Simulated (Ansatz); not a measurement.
The relaxation started from an entry of Materials Project.

One stationary structure of Ba3In2MoO9. Space group P-3m1 (No. 164). These are r2SCAN (plane waves to 500 eV, PAW, scalar-relativistic; Ansatz, a quantum-chemistry and plane-wave program) values and carry that method's errors.

```cif
data_Ba3In2MoO9
_chemical_formula_sum 'Ba3 In2 Mo1 O9'
_space_group_name_H-M_alt 'P-3m1'
_space_group_IT_number 164
_space_group_name_Hall '-P 3 2"'
_cell_length_a 5.88847
_cell_length_b 5.88847
_cell_length_c 7.20426
_cell_angle_alpha 90.000
_cell_angle_beta 90.000
_cell_angle_gamma 120.000
loop_
_atom_site_label
_atom_site_type_symbol
_atom_site_symmetry_multiplicity
_atom_site_Wyckoff_symbol
_atom_site_fract_x
_atom_site_fract_y
_atom_site_fract_z
_atom_site_occupancy
Ba1 Ba 1 b 0.00000 0.00000 0.50000 1
Ba2 Ba 2 d 0.33333 0.66667 0.18553 1
In1 In 2 d 0.66667 0.33333 0.33258 1
Mo1 Mo 1 a 0.00000 0.00000 0.00000 1
O1 O 6 i 0.31041 0.15520 0.15213 1
O2 O 3 f 0.50000 0.50000 0.50000 1
```

| Property | Value |
|---|---|
| Volume per atom | 14.42 Å³ |
| Band gap | 2.04 eV, indirect (valence top at Γ, conduction bottom at L) (no spin-orbit coupling) |
| Smallest direct gap | 2.08 eV at Γ |
| Shortest distances | Mo–O 1.93 Å; In–O 2.08 Å; O–O 2.70 Å; Ba–O 2.83 Å |
| k-mesh | 5×5×4 |

Band energies at high-symmetry points (eV from the VBM; labels of this space group; no spin-orbit coupling), from −5 eV up to 6.9 eV:

```
point                                                                                                                                                                                                     energies
-----  -----------------------------------------------------------------------------------------------------------------------------------------------------------------------------------------------------------
Γ                             -4.66 -4.32 -4.32 -3.51 -3.51 -3.51 -2.13 -1.95 -1.95 -1.86 -1.65 -1.65 -1.18 -1.18 -1.17 -1.17 -1.04 -0.90 -0.90 -0.81 -0.28 0.00 0.00 2.08 2.24 2.24 4.01 4.92 4.92 6.18 6.18 6.35
M                         -4.98 -4.80 -4.77 -4.44 -4.21 -3.54 -3.05 -2.95 -2.71 -2.35 -2.33 -2.04 -1.97 -1.78 -1.74 -1.68 -1.63 -1.53 -1.33 -1.12 -1.08 -0.82 -0.80 -0.66 -0.19 2.05 2.41 2.48 4.54 5.77 6.54 6.71
K                         -4.77 -4.73 -4.73 -4.01 -3.31 -3.31 -3.28 -3.16 -3.16 -2.38 -2.38 -2.34 -2.07 -2.07 -1.98 -1.61 -1.50 -1.50 -1.44 -1.22 -1.22 -0.74 -0.64 -0.64 -0.37 2.32 2.32 2.37 5.16 5.16 6.82 6.82
A      -4.64 -4.46 -4.30 -4.30 -3.85 -2.92 -2.92 -2.41 -2.12 -2.12 -1.90 -1.90 -1.82 -1.37 -1.37 -1.27 -1.26 -1.26 -1.14 -0.70 -0.70 -0.21 -0.02 -0.02 2.13 2.31 2.31 4.74 5.88 5.88 6.00 6.09 6.09 6.10 6.10 6.39
L                               -4.93 -4.51 -4.38 -4.15 -3.67 -3.67 -2.75 -2.54 -2.44 -2.36 -2.31 -2.05 -2.00 -1.77 -1.45 -1.36 -1.34 -1.23 -1.08 -1.07 -0.89 -0.83 -0.77 -0.11 2.04 2.45 2.57 3.83 6.35 6.57 6.68
H                                   -4.77 -4.77 -4.53 -4.41 -4.41 -4.16 -2.92 -2.70 -2.70 -2.36 -2.33 -2.30 -2.30 -1.95 -1.95 -1.43 -1.25 -1.25 -1.20 -1.15 -1.07 -1.07 -0.80 -0.80 -0.56 2.38 2.38 2.40 4.60 4.60
```

No spin polarisation in the result.

The run could not lose the symmetry of its start.
